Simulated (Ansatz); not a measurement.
Here is the system:

AlAg:
```
CELL_PARAMETERS angstrom
      1.42554    -5.22228     0.00000
      1.42554     5.22228     0.00000
      0.00000     0.00000     4.50747
ATOMIC_POSITIONS crystal
  Ag 0.66498 0.33502 0.25000
  Al 0.92621 0.07379 0.25000
  Ag 0.33502 0.66498 0.75000
  Al 0.07379 0.92621 0.75000
```

This is the r²SCAN-relaxed structure.

### Question
All from plane-wave PAW r²SCAN (Ansatz code), unless another level is named. Give the formation energy from the elements (no fitted shifts).

### Answer
0.076 eV/atom.

### Question
Give the density of states at the Fermi level.

### Answer
0.34 states/eV per atom (mean over ±0.08 eV).

Space group Cmcm. The start of the workflow was typed in or built on a structure type; neither database checked (COD, Materials Project) lists it. Whether it is the stable phase at ambient conditions was not checked. The cell was relaxed with r²SCAN under the symmetry of its start; whether a distortion lowers the energy is not shown. The run is not spin-polarised. The references are the lowest solids computed at this level, not always the standard phases. Spin–orbit coupling is left out wherever it is not named.

Potentials: the later of the program's two PAW sets.
